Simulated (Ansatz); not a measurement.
**LiB2C2: what symmetry allows forces and stress to be**

```
CELL_PARAMETERS angstrom
2.60663 0.00000 0.00000
-1.30331 2.25741 0.00000
0.00000 0.00000 6.94160
ATOMIC_POSITIONS crystal
Li 0.00000 0.00000 0.50000
B 0.33333 0.66667 0.73579
B 0.66667 0.33333 0.26421
C 0.33333 0.66667 0.24099
C 0.66667 0.33333 0.75901
```

All numbers below come from Ansatz, DFT PBE, scalar-relativistic, plane waves, PAW.

Plane waves to 420 eV, a k mesh through Γ of 15×15×6 on the computed 5-atom cell and Gaussian smearing (0.10 eV); no spin polarisation.

This distorted cell has space group P-3m1, with 12 operations.

Problem. Without a calculation: in which directions can each atom feel a force?

Solution. A force must be left unchanged by every operation that keeps its atom in place, so it lies in the space that those operations leave fixed. Atoms that the group maps onto each other feel forces of one size.
```
atom site symmetry operations at the site equivalent to atom allowed force (Cartesian)
 Li1           -3m.                      12                   1                       none
  B2            3m.                       6                   2   along (0.00, 0.00, 1.00)
  B3            3m.                       6                   2   along (0.00, 0.00, 1.00)
  C4            3m.                       6                   4   along (0.00, 0.00, 1.00)
  C5            3m.                       6                   4   along (0.00, 0.00, 1.00)
```

That leaves 2 independent force components of 15. A relaxation in this cell that keeps the symmetry moves the atoms in these directions alone.

Problem. And the stress tensor?

Solution. It must be invariant under the point group, which leaves 2 independent components: yz, xz, xy vanish; xx = yy.

Problem. Do the computed values obey this?

Solution. Yes. Forces (eV/Å):
```
Li1  0.000  0.000  0.000
B2   0.000  0.000  2.719
B3   0.000  0.000 -2.719
C4   0.000  0.000  2.391
C5   0.000  0.000 -2.391
```

Stress (GPa, compression positive, xx yy zz yz xz xy): 33.28 33.28 2.85 0.00 0.00 0.00. The program imposes the same operations on density, forces and stress, so this confirms the analysis and is no independent test of the calculation.

The cell holds layers, and where no dispersion correction was added their binding is poorly described.